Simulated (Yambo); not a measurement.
BSE-type run in Yambo on KCdF₃ (cubic perovskite, space group Pm-3m, No. 221), at zero momentum.

Quantum ESPRESSO step (PBEsol, PseudoDojo standard norm-conserving files, fully relativistic):
```
&CONTROL
  calculation = 'nscf'
  pseudo_dir = './pseudo'
  outdir = './out'
/
&SYSTEM
  ibrav = 0
  nat = 5
  ntyp = 3
  ecutwfc = 102.0
  ecutrho = 408.0
  occupations = 'fixed'
  force_symmorphic = .true.
  nbnd = 116
  noncolin = .true.
  lspinorb = .true.
/
&ELECTRONS
  conv_thr = 5e-09
  diago_full_acc = .true.
  diago_thr_init = 1e-08
/
ATOMIC_SPECIES
F 18.9984 F.upf
K 39.0983 K.upf
Cd 112.4140 Cd.upf
CELL_PARAMETERS angstrom
  4.382090000000   0.000000000000   0.000000000000
  0.000000000000   4.382090000000   0.000000000000
  0.000000000000   0.000000000000   4.382090000000
ATOMIC_POSITIONS crystal
F   0.000000000000   0.500000000000   0.500000000000
F   0.500000000000   0.000000000000   0.500000000000
F   0.500000000000   0.500000000000   0.000000000000
K   0.000000000000   0.000000000000   0.000000000000
Cd   0.500000000000   0.500000000000   0.500000000000
K_POINTS automatic
4 4 4 0 0 0
```

Yambo input:
```
rim_cut
optics
bse
bss
dipoles
RandQpts= 1000000
RandGvec= 1 Ry
FFTGvecs= 40 Ry
BSKmod= "HARTREE"
BSEmod= "resonant"
BSSmod= "hs"
BSENGexx= 15 Ry
% KfnQP_E
 3.44 | 1.0 | 1.0 |
%
% BSEQptR
 1 | 1 |
%
% BSEBands
 23 | 58 |
%
% BEnRange
 0.0 | 14.2 | eV
%
% BDmRange
 0.15 | 0.15 | eV
%
BEnSteps= 284
% BLongDir
 1.0 | 0.0 | 0.0 |
%
BSHayTrs= -0.02
BSSNEig= 48
WRbsWF
```

From the report:

The dimension is k points × valence × conduction bands = 64 × 28 × 8 = 14336.
```
  [SLEPC] Approach                          : Krylov-Schur
  [SLEPC] Number of requested eigenvalues   :   48
  [SLEPC] Number of eigenvalues        [NEV]:   48
   [K] Dimension                                    :  14336
   [K] Bands                                        :   23   58
   [K] Exchange res                                 : yes
   [K] Correlation res                              : no
   [K] W interaction is bare                        : no
   [K] RL vectors exchange                          :   619
```

Geometry of the Materials Project entry, not relaxed at this level.

The structure is a Materials Project entry; no match was found in the copy of COD used, and its stability was not checked.
